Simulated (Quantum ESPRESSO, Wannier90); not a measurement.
Tight-binding from DFT: InAs (wurtzite)

```xyz
4
Lattice="4.3114 0.0000 0.0000 -2.1557 3.7338 0.0000 0.0000 0.0000 7.0888" Properties=species:S:1:pos:R:3 pbc="T T T"
In    -2.1557     1.2446    -3.5402
In     2.1557    -1.2446     0.0042
As    -2.1557     1.2446    -0.8867
As     2.1557    -1.2446     2.6577
```

Materials Project entry mp-1007652; symmetrised, unrelaxed at this level. Not found in the COD (Crystallography Open Database) copy used, which has the formula in other groups; not checked further. Level: PBEsol, spinors with spin-orbit coupling; pw.x of Quantum ESPRESSO at 68 Ry with PseudoDojo potentials, 4×4×4 k-points, Wannier90. Density: 12×12×6 mesh, cold smearing 0.01 Ry. With spin-orbit coupling a semilocal functional can close or falsely invert a small gap; the band order was not checked against a better method.

Base run: 32 functions from bands 41-92 of the 92 computed, start hydrogen-like In: s;p; As: s;p, centres 0.05 Å off the atoms, frozen window up to 1.50 eV relative to the Fermi level, outer window open. One thing is changed at a time; window edges are relative to the Fermi level. The misfit compares interpolated bands with pw.x on a high-symmetry path, for states up to 1.0 eV relative to the Fermi level. Converged means that the tolerances were met: symmetric starts can stop on a saddle, which shows as a larger Ω_OD at equal Ω_I and can move the misfit too.

Task: Which of these settings interpolates worst among those that finish?
(A) frozen window to 1.00 eV
(B) base
(C) no frozen window

Result: C, no frozen window. The whole sweep:

```csv
setting,functions,frozen to (eV),Ω_I (Å²),Ω_D (Å²),Ω_OD (Å²),rms misfit (meV),worst (meV),ended
base,32,1.50,50.28,0.08,7.53,24,149,converged
frozen window to 1.00 eV,32,1.00,48.63,0.05,7.55,11,46,converged
no frozen window,32,none,47.23,0.04,7.23,88,211,converged
outer window to 7.06 eV,32,1.50,–,–,–,–,–,stops: too few bands in the window
```
